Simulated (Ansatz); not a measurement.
## SrSnP: pressure against volume

SrSnP, P4/nmm, a = 4.321 Å, c = 8.888 Å. The structure is a Materials Project entry; whether it is the stable form wasn't checked. Ansatz: PBEsol, PAW, 420 eV, Γ-centred 8×8×4 mesh on 6 atoms, Gaussian smearing 0.10 eV; no spin polarisation. Shape and atoms are relaxed at each volume; pressure is positive in compression.

```
V (Å³/atom) P (GPa)
     26.001     3.22
     26.831     1.49
     27.661     0.00
     28.491    -1.27
     29.321        ?
```

Take V0 = 27.661 Å³/atom, fit the third-order Birch–Murnaghan form to the other rows, and predict the missing pressure.

With the Eulerian strain f = ½[(V0/V)^(2/3) − 1] and y = P/[3f(1 + 2f)^(5/2)], the form is the line y = B0 + 1.5 B0 (B0′ − 4) f. Rows (f, y): 0.02106, 46.0; 0.01026, 46.0; -0.00976, 45.6. Means f = 0.007187, y = 45.867; Σ(Δf)² = 0.0004891, ΣΔfΔy = 0.006779; the slope is their ratio. y = 45.77 + 13.86 f GPa, so B0 = 45.8 GPa and B0′ = 4 + 2 × (13.86)/(3 × 45.77) = 4.20. At V = 29.321, f = -0.01905, y = 45.51 and P = -2.36 GPa. The run gave -2.36 GPa, the same to the digits shown. The form still works here, 33 % of the fitted range beyond its end.